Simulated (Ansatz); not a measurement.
## BaB₂Ir₂ (I4/mmm): electronic heat capacity and spin susceptibility from the density of states

The calculation used DFT PBEsol, scalar-relativistic, plane waves, PAW (Ansatz 0.2.0).

Settings: cutoff 420 eV, Γ-centred mesh 12×12×12 on the computed 5-atom cell, Gaussian smearing of 0.10 eV; no spin polarisation.

Relaxed cell: I4/mmm, a = 3.912 Å, b = 3.912 Å, c = 11.277 Å, α = 90.00°, β = 90.00°, γ = 90.00°, 5 atoms in the primitive cell. Whether it is the stable form of this composition wasn't checked.

The density of states at the Fermi level is 1.340 states/eV in the cell of 5 atoms (1 formula unit; both spins, tetrahedra on a 18×18×18 mesh). Averaged over bins of 0.1 eV the density runs from 1.0 to 1.3 states/eV within 0.2 eV of the Fermi level, so the figure hangs on the exact place of that level.

Question: What Sommerfeld coefficient and Pauli susceptibility does this give?

Answer: Per formula unit N(E_F) = 1.340 states/eV. γ = (π²/3) k_B² N(E_F) N_A = 2.357 mJ/(mol K²) per state/eV, so γ = 3.2 mJ/(mol K²), a mole of formula units. χ_P = μ_B² N(E_F) N_A = 3.23×10⁻⁵ emu/mol per state/eV gives 4.3×10⁻⁵ emu/mol. This is the bare band result: a measured γ of the same phase is as a rule larger by a factor 1 + λ from phonons and spin fluctuations, the spin part of χ is larger by the Stoner factor, and a measured χ also holds orbital and core terms. N(E_F) at one energy is sensitive to the mesh where the density of states has sharp peaks.

Spin-orbit coupling is left out, which matters for the bands of heavy elements.

Cost: 1 run of about 2.9 core-minutes, on Arm Neoverse V1 (shared hosts).